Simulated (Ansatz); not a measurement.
An Ansatz (a program for electronic structure) run. Input:

Ansatz 0.2 input:
```yaml
crystal:
  lattice:
    - [5.6713784366, 0.0, 0.0]
    - [0.0, 5.6713784366, 0.0]
    - [0.0, 0.0, 5.6713784366]
  atoms:
    - { symbol: Cs, position: [0.0, 0.0, 0.0] }
    - { symbol: Pb, position: [0.5, 0.5, 0.5] }
    - { symbol: Cl, position: [0.0, 0.5, 0.5] }
    - { symbol: Cl, position: [0.5, 0.5, 0.0] }
    - { symbol: Cl, position: [0.5, 0.0, 0.5] }
kpoints:
  mp_grid: { grid: [5, 5, 5] }
hamiltonian:
  xc: r2scan
  pseudopotentials: { kind: paw }
scf:
  occupations: { method: fixed }
checkpoint: { read: static.run }
output: { bader: true, populations: true }
```

Output (shortened):

```
Pseudopotential: Cs, paw, valence charge 9
Pseudopotential: Pb, paw, valence charge 14
Pseudopotential: Cl, paw, valence charge 7
Functional definition: r2SCAN
Crystal: 5 atoms, lattice volume = 182.417 Å³
Basis set: ecut = 500 eV, 4625 PW (Γ), exchange–correlation on 180×180×180 points (64 copies of the dense FFT grid, shifted against one another)
Bands: 27, of which v1, the nominal top of the filled ones, is band 22 counted from 1 (21 counted from 0)
Symmetry: 48 space group operations
Space group: Pm-3m (ITA 221), of the structure as read, at distance tolerance 5.7e-5 Å
k-points: 10 of 125
Stability of the state it starts from, as read at its close in the unpolarized treatment …
iter 1 solved again at ethr=1.07e-7 eV; its pass at ethr=3.10e-3 eV (dr2=4.70e-5 eV) is discarded
SCF iter   1: F=—  HF=-20866.173072 eV  |F-HF|=—  |Δ(HF+E_count)|=         —  Δρ=3.65e-7  dr2=1.48e-10  dr2_τ=3.57e-11  ethr=1.07e-7  ⟨swp⟩=3.3  Hψ=1948  notcnv=0  defer=30
preconditioner: auto → Resta (q_TF=auto, 2.153 Å⁻¹)
SCF iter   2: F=-20866.173072 eV  HF=-20866.173072 eV  |F-HF|=3.64e-12  |Δ(HF+E_count)|=   2.07e-9  Δρ=1.80e-7  dr2=4.91e-11  dr2_τ=2.33e-11  ethr=1.00e-12  ⟨swp⟩=13.1  Hψ=1829  notcnv=0
SCF 1 converged in 2 iterations: F = -20866.173072 eV  dr2 = 4.91e-11
SCF converged after 2 iterations
Free energy (F): -20866.173072 eV
Harris-Foulkes:  -20866.173072 eV  (|F-HF|=3.64e-12)
Internal energy: -20866.173072 eV  (E = F + TS)
E sigma→0 (E₀):  -20866.173072 eV
Fermi energy:    2.833772 eV
--- Per-component energies (eV) ---
  E_band       = -273.732520
  E_kinetic    = 910.032904
  E_local      = -2708.024114  (includes V_loc(G=0)·N_el)
  E_nonlocal   = 465.019056
  E_hartree    = 1025.611623
  E_xc         = -684.589376
  E_vxc        = -689.007579  (∫ρ·V_xc dr)
  E_paw        = -17522.488263  (= ΣΔE_a)
  E_vpaw       = -342.053337  (= ΣTr[D̂ρ^β])
  E_aug_tail   = 0.000126  (compensation charges beyond the density's cutoff)
  E_vtau       = 39.077153  (kinetic-family band-sum trace: ∫τ·v_τ [+ j·A + Jᵃ·Aᵃ] dr)
  E_ewald      = -2352.341189
  E_core_change = 0.606161  (= ΣΔE_core)
  E_smearing   =  0.000000  (= −TS)
  E_closure    =  0.000000  (closes the sum)
  Σ components = -20866.173072   (vs F -20866.173072, Δ=0.00e0)
  [band-id]    e_kinetic+e_local+e_nonlocal+2·e_hartree+e_vxc+e_vpaw+e_augmentation_tail+e_vtau = -273.732545   (vs E_band -273.732520, Δ=-2.46e-5)
--- Band table (eV; the first three rows and the last of 10) ---
  k-point 0: bands = ["-18.4503", "-13.9111", "-13.9111", "-13.6946", "-13.6946", "-13.6946", "-12.2007", "-11.4026", "-11.4026", "-4.8894", "-4.8894", "-4.8894", "-3.1764", "-1.1514", "-1.1514", "-1.1514", "0.8070", "0.8070", "0.8070", "0.9023", "0.9023", …
  k-point 1: bands = ["-18.4496", "-13.9111", "-13.8775", "-13.6951", "-13.6951", "-13.6946", "-12.1560", "-11.5043", "-11.4020", "-4.8852", "-4.8833", "-4.8833", "-3.6232", "-1.1251", "-1.1251", "-0.3947", "0.7711", "0.7751", "0.7751", "0.8678", "0.8678", …
  k-point 2: bands = ["-18.4486", "-13.9110", "-13.8210", "-13.6958", "-13.6958", "-13.6946", "-12.0175", "-11.7374", "-11.4010", "-4.8785", "-4.8733", "-4.8733", "-4.0686", "-1.0806", "-1.0806", "0.2557", "0.7148", "0.7203", "0.7203", "0.8144", "0.8144", …
  k-point 9: bands = ["-18.4458", "-13.7628", "-13.7628", "-13.6970", "-13.6970", "-13.6970", "-11.8569", "-11.7741", "-11.7741", "-5.3864", "-4.9278", "-4.9278", "-4.9168", "0.2161", "0.2720", "0.2720", "0.4579", "0.4579", "1.1445", "1.1445", "1.1751", …
--- Löwdin populations: 5 sites ---
  site symbol       q [e]
     0     Cs      8.1837
     1     Pb     13.1967
     2     Cl      7.4964
     3     Cl      7.4964
     4     Cl      7.4964
  spilling = 0.002961 (of n_electrons = 44.000000)
--- Bader charges: 5 sites ---
  site symbol  charge [e]  shift [e]
     0     Cs      0.9099     0.0000
     1     Pb      1.3232     0.0000
     2     Cl     -0.7444     0.0000
     3     Cl     -0.7444     0.0000
     4     Cl     -0.7444     0.0000
  shift: an alarm, by how much a part of what the PAW files miss would move the charge. Where it is large, compare
  with a run on PAW files of another source; a small one proves nothing
  estimated error of the sums over rays = 8.4e-5 e
```

Cost: very roughly 50 core-seconds on shared cores.

This is a known high-temperature phase of the composition, computed here at zero pressure and temperature. The cell was relaxed with r²SCAN under the symmetry of its start; its stability against distortions is not shown here. Spin–orbit coupling is left out wherever it is not named.

Potentials: the later of the program's two PAW sets.

Ansatz is a plane-wave DFT program.
